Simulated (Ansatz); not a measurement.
AgAu3 (Cu3Au type, Pm-3m) at seven volumes, DFT-r²SCAN in the program Ansatz with PAW potentials, scaled uniformly. One row is withheld.

```tsv
V (Å³/atom)	P (GPa)
15.871	?
16.394	10.45
16.917	4.70
17.441	0.00
17.964	-3.82
18.487	-6.92
19.010	-9.41
```

### Question
Fit the shown pressures and predict the withheld one.

### Answer
Third-order Birch–Murnaghan: P = (3/2)B₀(x^(7/2) − x^(5/2))[1 + (3/4)(B′ − 4)(x − 1)] with x = (V₀/V)^(2/3). Least squares on the six rows gives V₀ = 17.441 Å³/atom, B₀ = 140.9 GPa, B′ = 5.88. At V = 15.871, x = 1.0649 and P = 17.52 GPa. The run itself gave 17.48 GPa.

The workflow started from a Materials Project entry (that database holds measured and hypothetical structures alike); the Crystallography Open Database copy checked does not list it. Whether it is the stable phase at ambient conditions was not checked. The cell was relaxed with r²SCAN under the symmetry of its start; its stability against distortions is not shown here. The run is not spin-polarised. Spin–orbit coupling is left out wherever it is not named.

Potentials: the later of the program's two PAW sets.
